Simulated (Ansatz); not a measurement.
Self-consistent states of MnO (Fm-3m)

All numbers are calculated (LDA+U, U = 4.0 eV, J = 0.7 eV (Liechtenstein form) on Mn d, fully localised double counting, scalar-relativistic datasets, 420 eV, PAW set soft_2 (made for PBE), 7×7×7 mesh, Gaussian smearing of 0.05 eV) with the plane-wave PAW code Ansatz.

```yaml
crystal:
  lattice:
    - [0.00000, 2.22200, 2.22200]
    - [2.22200, 0.00000, 2.22200]
    - [2.22200, 2.22200, 0.00000]
  atoms:
    - { symbol: Mn, position: [0.00000, 0.00000, 0.00000] }
    - { symbol: O, position: [0.50000, 0.50000, 0.50000] }
```

The structure is that of a cell as deposited in COD, unrelaxed.

Cell and atoms stay fixed, and the cell was started in 6 ways, without spin–orbit coupling. The starts were built for 5 d electrons on Mn, a formal count that the converged states needn't keep. Starting moments of the plain starts: Mn1 5.00 μB (atoms counted from 1).

Energies count from the lowest free state found; constrained states (a lock kept on the moments, or spin off) can lie above or below free ones. A natural orbital (eigenvector of a shell's occupation matrix) is counted as filled above 0.75 (0.9 in a metal) and as partly filled from 0.35 up to that; ↑ and ↓ are the spin channels.

```tsv
state	reached from	ΔE (meV/atom)	gap (eV)	P (GPa)	cell spin moment (μB)	site spin moments (μB)	shell filling	Hubbard energy (eV/cell)	flags
1	random orbitals: random mixtures, one electron more (draw 7); from atoms, default search; typed shells with each spin channel wholly full or empty (5+0 electrons), held for 5 iterations; 2 more	0.0	0.10	-3.9	5.00	Mn 4.24; O 0.22	Mn 5↑ 0↓, 5.28 e	0.48	–
2	random orbitals: single harmonics, lower spin (4+1 electrons) (draw 4)	752.7	metal	-6.2	3.01	Mn 2.56; O 0.06	Mn 4↑ 1↓, 5.34 e	-0.01	mesh too coarse for this metal
```

The lowest free state (state 1) has 5 d electrons in filled orbitals, 5 of them unpaired, the high-spin filling, a gap of 0.10 eV (close to the smearing width). Its natural occupations are Mn1 spin up: 0.99 0.99 1.00 1.00 1.00; Mn1 spin down: 0.03 0.03 0.03 0.10 0.10.

State 2 lies 752.7 meV/atom higher, or 1.51 eV per cell. It has no gap on the mesh (a metal); natural occupations Mn1 spin up: 0.14 0.99 1.00 1.00 1.00; Mn1 spin down: 0.04 0.04 0.04 0.11 0.98. On Mn1, N↑ − N↓ is 2.91 in size in state 2 against 4.68 in state 1: with fewer parallel spins, state 2 lacks part of the exchange energy behind Hund's first rule. The Hubbard term of the energy is 0.48 eV per cell in state 1 and -0.01 eV in state 2. Of the difference of 1.51 eV per cell, the Hubbard term gives -0.50 eV and all other terms 2.00 eV, so the other terms decide the order against the Hubbard term. In the Liechtenstein form the double counting takes out a Hund's exchange of the size of J, which can exceed what the functional holds; that favours the lower spin, so the cost of lowering it is probably understated. The other terms are taken on each state's own density, so they aren't the result of a run without U.

With one Mn ion in the cell, Mn moments can't oppose each other.

In the lowest free state the fixed cell carries a pressure of -3.9 GPa (the cell is larger than this level of theory would relax to); relaxing would change energies and could change the order of close states.

Other starts might reach a lower state still. For metallic states the mesh is coarse, so energy differences carry some meV/atom. The value of U was drawn from a range and not derived for this compound; another value can change gaps, moments and the order of states. Where a metal has almost no states within the smearing of the Fermi level on this mesh, its moment and stress follow whole counts of k-points and would move on a finer mesh. A gap on the mesh alone may shrink between mesh points. Site moments are integrated in small spheres and here fall short of the shell's N↑ − N↓.
